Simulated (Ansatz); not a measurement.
Here is the system:

Sn (diamond)

```
Sn
1.0
    0.00000     3.32768     3.32768
    3.32768     0.00000     3.32768
    3.32768     3.32768     0.00000
Sn
2
Cartesian
  1.66384   1.66384   1.66384
  0.00000   0.00000   0.00000
```

In this cell atom 1 (Sn, nearest neighbour Sn at 2.882 Å; its periodic images, 4.7 Å or more away, move with it) is moved by s towards the nearest neighbour, unit vector (-0.577, -0.577, -0.577); all other atoms and the cell stay fixed.

Method: PBE (plane waves to 420 eV, PAW, scalar-relativistic; Ansatz, a quantum-chemistry and plane-wave program). k mesh 10×10×10 (Γ-centred), Fermi-Dirac smearing 0.05 eV. E stands for the smeared free energy. With partly filled bands, energies and forces of such displacements shift with the k mesh and the smearing. Sn was relaxed with its symmetry unable to fall. The relaxed volume of Sn is well above the measured one; the method has no dispersion term. ΔE is measured from the undisplaced structure.

The scan covers s from -0.580 to 0.580 Å in 11 points.

Problem. Is this a single well or a double well?

Solution. A single well with its minimum at or next to zero displacement.

Problem. Is the energy the same for displacements of ±0.580 Å, and if not, which side lies higher?

Solution. Not even: the positive side lies higher at ±0.580 Å. With its periodic images moving along, the atom's site symmetry in this cell is -43m.

Problem. What force acts on the atom along the line at s = -0.580 Å?

Solution. 1.39 eV/Å.

Problem. What is the energy change at s = 0.580 Å?

Solution. 1902 meV/cell.

Problem. What is the force constant k = d²E/ds² of this move at s = 0?

Solution. 6.46 eV/Å².

(For displaced atoms, the force is minus the slope of the energy, and its curvature is a force constant, which sets phonon frequencies.)
